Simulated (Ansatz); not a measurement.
RuN2:
```cif
data_N4Ru2
_chemical_formula_sum 'Ru2 N4'
_space_group_name_H-M_alt 'P 1'
_space_group_IT_number 1
_cell_length_a 4.06706
_cell_length_b 4.88757
_cell_length_c 2.70941
_cell_angle_alpha 90.000
_cell_angle_beta 90.000
_cell_angle_gamma 90.000
loop_
_space_group_symop_operation_xyz
  'x, y, z'
loop_
_atom_site_label
_atom_site_type_symbol
_atom_site_fract_x
_atom_site_fract_y
_atom_site_fract_z
_atom_site_occupancy
Ru1 Ru 0.00000 0.00000 0.00000 1
Ru2 Ru 0.50000 0.50000 0.50000 1
N1 N 0.37835 0.90891 0.50000 1
N2 N 0.62165 0.09109 0.50000 1
N3 N 0.87835 0.59109 0.00000 1
N4 N 0.12165 0.40891 0.00000 1
```

Relaxed with r²SCAN.

Problem. Tabulate the valence density and the electron localisation function along the shortest Ru–N contact (2.06 Å), plane-wave PAW r²SCAN (Ansatz code).

Solution. 

| distance from Ru (Å) | density (e/Å³) | ELF |
|---|---|---|
| 0.21 | 9.72 | 0.33 |
| 0.31 | 8.81 | 0.48 |
| 0.41 | 7.25 | 0.55 |
| 0.51 | 5.40 | 0.54 |
| 0.62 | 3.67 | 0.46 |
| 0.72 | 2.32 | 0.33 |
| 0.82 | 1.39 | 0.21 |
| 0.93 | 0.91 | 0.15 |
| 1.03 | 0.75 | 0.20 |
| 1.13 | 0.80 | 0.40 |
| 1.24 | 0.97 | 0.71 |
| 1.34 | 1.29 | 0.87 |
| 1.44 | 1.78 | 0.90 |
| 1.54 | 2.46 | 0.88 |
| 1.65 | 3.23 | 0.80 |
| 1.75 | 3.77 | 0.59 |
| 1.85 | 3.89 | 0.30 |

The density is the valence pseudo-density with augmentation charge, so density and ELF within about 1 Å of a nucleus are not all-electron values.

Space group Pnnm. The first step of the workflow began from a Materials Project structure, measured or hypothetical; the Crystallography Open Database copy checked does not list it. Whether it is the stable phase at ambient conditions was not checked. The cell was relaxed with r²SCAN under the symmetry of its start; its stability against distortions is not shown here. No spin polarisation was allowed. Its formation energy is positive at this level, so the cell may be metastable or incomplete.

Potentials: the later of the program's two PAW sets.
